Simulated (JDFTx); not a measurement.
Pt(111) slab cut from bulk Pt (space group Fm-3m, indices of the conventional cell, lattice of the Materials Project entry mp-126, not re-optimised): 4 atoms in 4 planes, a 1x1 cell of 6.73 Å² (|a| = 2.788, |b| = 2.788 Å), 6.8 Å between the outermost planes, cell height 22.8 Å, 8×8×1 k mesh, Fermi smearing 0.01 Ha, no spin polarisation.

Reference level: PBE, GBRV ultrasoft potentials, plane waves to 20/100 Ha, in JDFTx (a modified build). Unrelaxed; liquid: linear PCM (GLSSA13), water, 1 M NaF. The reference uses 40 bands for 64 valence electrons; each other row changes one option in all its runs. U vs SHE = −μ/e − 4.44 V throughout (conventional absolute potential of the hydrogen electrode).

Options: reference (40 bands); 35 bands; 37 bands; 48 bands.

### Question
Which options move the work function or U_pzc by more than 0.02 from the reference?

### Answer
35 bands.

```tsv
option	F − F(reference), vacuum (meV/cell)	work function (eV)	U_pzc (V)	σ held at 0.45 V (μC/cm²)	top band holds over 0.001 electrons
reference (40 bands)	0.0	5.606	0.955	-6.5	no
35 bands	10.2	5.583	0.934	-6.3	yes
37 bands	0.0	5.606	0.955	-6.4	yes
48 bands	0.0	5.606	0.955	-6.5	no
```

A dash marks a run that didn't converge or wasn't made; the third decimal is shown to expose solver noise and isn't converged.
